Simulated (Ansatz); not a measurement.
SrO (rock salt), relaxed with HSE06 (Ansatz, a quantum-chemistry and plane-wave program, plane waves, PAW): a = 5.1535 Å, b = 5.1535 Å, c = 5.1535 Å, α = 90.00°, β = 90.00°, γ = 90.00°.

- gap (eV): 4.79
- B₀ by P(V) fit (GPa): 92.6

Problem. The same phase is relaxed and computed with LDA in the same code. What are the cell and these values now?

Solution. a = 5.0647 Å, b = 5.0647 Å, c = 5.0647 Å, α = 90.00°, β = 90.00°, γ = 90.00°.

- gap (eV): 3.12
- B₀ by P(V) fit (GPa): 104

All cells were relaxed under the symmetry of their starts (and spin orders); stability against distortions was not tested throughout. Spin–orbit coupling is left out wherever it is not named.

Potentials: the earlier of the program's two PAW sets. The files were generated under PBE; for other functionals the program regenerates the frozen cores, and for LDA and PBEsol the local potential too.

Ansatz is a plane-wave DFT program.
